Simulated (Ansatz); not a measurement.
# Property card for V₂O₃

V2O3:
```cif
data_O6V4
_chemical_formula_sum 'O6 V4'
_space_group_name_H-M_alt 'P 1'
_space_group_IT_number 1
_cell_length_a 5.48669
_cell_length_b 5.48669
_cell_length_c 5.48669
_cell_angle_alpha 51.580
_cell_angle_beta 51.580
_cell_angle_gamma 51.580
loop_
_space_group_symop_operation_xyz
  'x, y, z'
loop_
_atom_site_label
_atom_site_type_symbol
_atom_site_fract_x
_atom_site_fract_y
_atom_site_fract_z
_atom_site_occupancy
O1 O 0.07567 0.42433 0.75000 1
O2 O 0.75000 0.07567 0.42433 1
O3 O 0.42433 0.75000 0.07567 1
O4 O 0.92433 0.57567 0.25000 1
O5 O 0.25000 0.92433 0.57567 1
O6 O 0.57567 0.25000 0.92433 1
V1 V 0.83972 0.83972 0.83972 1
V2 V 0.66028 0.66028 0.66028 1
V3 V 0.16028 0.16028 0.16028 1
V4 V 0.33972 0.33972 0.33972 1
```
The run is spin-polarised; directions of the spins, atom by atom: 0 0 0 0 0 0 ↑ ↑ ↑ ↑.

Space group R-3c (No. 167), corundum; conventional cell a = 4.774 Å, b = 4.774 Å, c = 14.232 Å, α = 90.00°, β = 90.00°, γ = 120.00°.

Method: plane-wave PAW PBEsol (Ansatz code). Geometry: relaxed at this level of theory. Other levels are named where they apply.

**Cell and energy**

```json
{
  "volume_per_atom": "9.36 Å³",
  "density": "5.32 g/cm³",
  "Formation energy from the elements (no fitted shifts)": "-2.33 eV/atom"
}
```

**Electronic structure**

```json
{
 "electronic_character": "metallic (no gap)",
 "Density of states at the Fermi level": "0.15 states/eV per atom (mean over ±0.08 eV)"
}
```

**Magnetism**

```json
{
 "magnetic_order": "ferromagnetic",
 "net_moment": "0.44 μB per atom"
}
```

**Mechanics**

```json
{
 "Bulk modulus (Birch–Murnaghan fit)": "249 GPa",
 "Pressure derivative B′": "4.0"
}
```

The PBEsol relaxation kept the symmetry of its start. Spin order of the final state: ferromagnetic, chosen from 5 collinear starts compared on coarse meshes (ties went to the first, and starts can fall back to one state), not a proven ground state. No Hubbard U is applied. The compound may be a true metal, but semilocal functionals without U, or a wrong spin order, can also close a gap. The references are the lowest solids computed at this level, not always the standard phases (solids in place of the gases).

Potentials: the later of the program's two PAW sets.
